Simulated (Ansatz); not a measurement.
NiO (rock salt)

```xyz
2
Lattice="0.0000 2.0953 2.0953 2.0953 0.0000 2.0953 2.0953 2.0953 0.0000" Properties=species:S:1:pos:R:3 pbc="T T T"
O      0.0000     0.0000     0.0000
Ni     2.0953     2.0953     2.0953
```

The relaxed cell is deformed in two ways at once: its volume V is scaled, and at that volume it is stretched along z (the c axis of the conventional cell) so that c/a changes. Fractional atomic positions are held.

Calculation: r2SCAN (plane waves to 500 eV, PAW, scalar-relativistic; Ansatz, a program for electronic structure). k mesh 13×13×13 (Γ-centred), Fermi-Dirac smearing 0.05 eV. Energies are smeared free energies. NiO is run spin-polarised and with no Hubbard U; the real compound is an antiferromagnetic insulator, a state that this run doesn't describe. NiO was relaxed with its symmetry unable to fall. Relaxed NiO ends ferromagnetic. The PAW data are Ansatz's earlier set. Other magnetic orders were not checked, so this need not be the ground state. The zero of ΔE is the relaxed starting cell.

```tsv
ΔE (meV/atom)	V/V₀ = 0.920	V/V₀ = 0.947	V/V₀ = 0.973	V/V₀ = 1.000	V/V₀ = 1.027	V/V₀ = 1.053	V/V₀ = 1.080
(c/a)/(c/a)₀ = 0.960	57.9	30.0	14.1	8.3	(withheld)	22.3	39.7
(c/a)/(c/a)₀ = 0.973	51.1	24.0	(withheld)	3.6	7.3	18.7	36.6
(c/a)/(c/a)₀ = 0.987	47.2	20.5	5.6	0.9	(withheld)	16.6	34.8
(c/a)/(c/a)₀ = 1.000	45.9	19.4	4.6	0.0	(withheld)	15.9	34.3
(c/a)/(c/a)₀ = 1.013	47.1	20.4	5.6	0.8	(withheld)	16.6	34.8
(c/a)/(c/a)₀ = 1.027	50.6	23.6	8.3	3.3	7.0	18.4	36.4
(c/a)/(c/a)₀ = 1.040	56.4	28.7	12.8	7.2	10.5	21.4	38.9
```

Question: Fill in the missing entries.

Answer: 
- (c/a)/(c/a)₀ = 0.960, V/V₀ = 1.027: 11.5
- (c/a)/(c/a)₀ = 0.973, V/V₀ = 0.973: 8.7
- (c/a)/(c/a)₀ = 0.987, V/V₀ = 1.027: 4.9
- (c/a)/(c/a)₀ = 1.000, V/V₀ = 1.027: 4.2
- (c/a)/(c/a)₀ = 1.013, V/V₀ = 1.027: 4.9

(Under strain, the slope of the energy per volume gives the stress and its curvature an elastic modulus.)
